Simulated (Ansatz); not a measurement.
Starting cell, BaTiO$_{3}$ (cubic perovskite):

```yaml
crystal:
  lattice:
    - [4.01946, 0.00000, 0.00000]
    - [0.00000, 4.01946, 0.00000]
    - [0.00000, 0.00000, 4.01946]
  atoms:
    - { symbol: Ba, position: [0.00000, 0.00000, 0.00000] }
    - { symbol: Ti, position: [0.50000, 0.50000, 0.50000] }
    - { symbol: O, position: [0.00000, 0.50000, 0.50000] }
    - { symbol: O, position: [0.50000, 0.50000, 0.00000] }
    - { symbol: O, position: [0.50000, 0.00000, 0.50000] }
```

In each cell atom 5 (O, nearest neighbour Ti at 2.010 Å; its periodic images, 4.0 Å or more away, move with it) moves by s·(0.000, 1.000, 0.000) (towards the nearest neighbour), the rest being held.

The numbers are results of PBE (plane waves to 420 eV, PAW, scalar-relativistic; Ansatz, a program for electronic structure), not measurements. k mesh 7×7×7 (Γ-centred), Fermi-Dirac smearing 0.05 eV. E stands for the smeared free energy. F∥ is the force on the atom along that direction. BaTiO3 is run without spin polarisation. BaTiO3 was relaxed with its symmetry unable to fall. The PAW data are Ansatz's earlier set. This is a high-temperature form of BaTiO3. ΔE is measured from the undisplaced structure.

Question: Predict the ΔE (meV/cell) and F∥ (eV/Å) at s (Å) = -0.160, -0.080, 0.040, 0.080, 0.120, 0.200.

Answer: 
```tsv
s (Å)	ΔE (meV/cell)	F∥ (eV/Å)
-0.160	67.1	1.007
-0.080	14.2	0.378
0.040	3.4	-0.173
0.080	14.2	-0.378
0.120	34.5	-0.646
0.200	116.6	-1.490
```

(For displaced atoms, the force is minus the slope of the energy, and its curvature is a force constant, which sets phonon frequencies.)
